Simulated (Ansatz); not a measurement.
**Si: a jump of Li**

All numbers below come from DFT PBE, scalar-relativistic, plane waves, PAW (Ansatz 0.2.0). Run with 420 eV cutoff, 2×2×2 k-mesh, Gaussian smearing of 0.02 eV, no spin polarisation.

Host crystal, relaxed:

```cif
data_structure
_symmetry_space_group_name_H-M 'P 1'
_symmetry_Int_Tables_number 1
_cell_length_a 3.8679
_cell_length_b 3.8679
_cell_length_c 3.8679
_cell_angle_alpha 60.000
_cell_angle_beta 60.000
_cell_angle_gamma 60.000
_cell_volume 40.92
loop_
_atom_site_label
_atom_site_type_symbol
_atom_site_fract_x
_atom_site_fract_y
_atom_site_fract_z
_atom_site_occupancy
Si1 Si 0.75000 0.75000 0.75000 1
Si2 Si 0.50000 0.50000 0.50000 1
```

In a supercell of 16 host sites with charge +1, interstitial Li hops to an equivalent place, moving 2.34 Å between the relaxed ends. Climbing-image nudged elastic band at fixed cell with images 0 (start) to 4 (end), the path measured over all atoms, converged to 0.05 eV/Å; the order of the saddle wasn't checked, and the small cell leaves errors of about a tenth of an eV.

Supercell rows in host cell vectors: 0 -2 2; 0 0 2; -2 0 2. Li was set at (0.000, 0.000, 0.000) of the host cell.

At the relaxed start Li has 4 Si at 2.41 Å, 6 Si at 2.76 Å.

What barrier does the band give, and what surrounds the atom at the top?

0.56 eV at image 2, where Li has 6 Si at 2.36 Å.

Cost: 1 run of about 1.4 core-minutes, on Intel Xeon Platinum 8259CL (Skylake/Cascade Lake) (shared hosts).